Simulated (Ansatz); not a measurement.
AlRu (CsCl type, Pm-3m) under volume change, r²SCAN in the plane-wave PAW code Ansatz, scaled uniformly.

```tsv
V (Å³/atom)	E − E(relaxed) (meV/atom)	P (GPa)
12.072	87.4	25.52
12.470	36.7	15.61
12.868	8.7	7.18
13.266	0.0	0.00
13.664	7.8	-6.11
14.062	29.6	-11.32
14.460	63.4	-15.74
```

Q: What does a third-order Birch–Murnaghan fit give for V₀, B₀ and B′?

A: V₀ = 13.27 Å³/atom, B₀ = 220 GPa, B′ = 4.3.

The r²SCAN relaxation kept the symmetry of its start. The run is not spin-polarised.

Potentials: the later of the program's two PAW sets.
